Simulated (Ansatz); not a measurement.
Rb$_{2}$WO$_{2}$F$_{4}$:
```xyz
9
Lattice="5.3013 2.9455 0.0000 -5.3013 2.9455 0.0000 -0.1185 0.0000 4.8152" Properties=species:S:1:pos:R:3 pbc="T T T"
Rb     1.8406     2.9455     1.4753
Rb    -1.9591     2.9455     3.3399
W      0.0000     0.0000     0.0000
O      3.6468     2.9455     3.8568
O     -3.7653     2.9455     0.9584
F      0.6174     4.5059     3.6994
F     -0.7359     1.3852     1.1159
F     -0.7359     4.5059     1.1159
F      0.6174     1.3852     3.6994
```

Relaxed with r²SCAN. Special points in fractions of this cell's reciprocal vectors: Γ (0.000, 0.000, 0.000); C (0.327, 0.327, 0.000); C2 (-0.327, 0.673, 0.000); Y2 (-0.500, 0.500, 0.000); M2 (-0.500, 0.500, 0.500); D (-0.323, 0.677, 0.500); D2 (0.323, 0.323, 0.500); A (0.000, 0.000, 0.500); L2 (0.000, 0.500, 0.500); V2 (0.000, 0.500, 0.000).

### Question
List the band energies nearest the valence-band maximum at these points for plane-wave PAW r²SCAN with spin–orbit coupling (Ansatz code).

### Answer
In eV from the valence-band maximum; about four levels below and three above (degenerate sets whole), none deeper than 8.9 eV; points with the same levels are listed once.

```tsv
k	below	above
Γ	-0.38 -0.38 -0.05 -0.05	2.85 2.85 4.44 4.44
C	-0.48 -0.48 -0.08 -0.08	2.94 2.94 4.50 4.50
Y2	-0.44 -0.44 -0.11 -0.11	2.85 2.85 4.60 4.60
M2	-0.46 -0.46 -0.09 -0.09	2.85 2.85 4.61 4.61
D	-0.49 -0.49 -0.05 -0.05	2.93 2.93 4.49 4.49
A	-0.33 -0.33 0.00 0.00	2.86 2.86 4.45 4.45
L2	-0.46 -0.46 -0.02 -0.02	2.95 2.95 4.40 4.40
V2	-0.43 -0.43 -0.05 -0.05	2.96 2.96 4.42 4.42
```

Space group C2/m. The first step of the workflow began from a Materials Project structure, measured or hypothetical; the Crystallography Open Database copy checked does not list it. Whether it is the stable phase at ambient conditions was not checked. The r²SCAN relaxation kept the symmetry of its start; its stability against distortions is not shown here. The run is not spin-polarised. No Hubbard U is applied.

Potentials: the later of the program's two PAW sets.
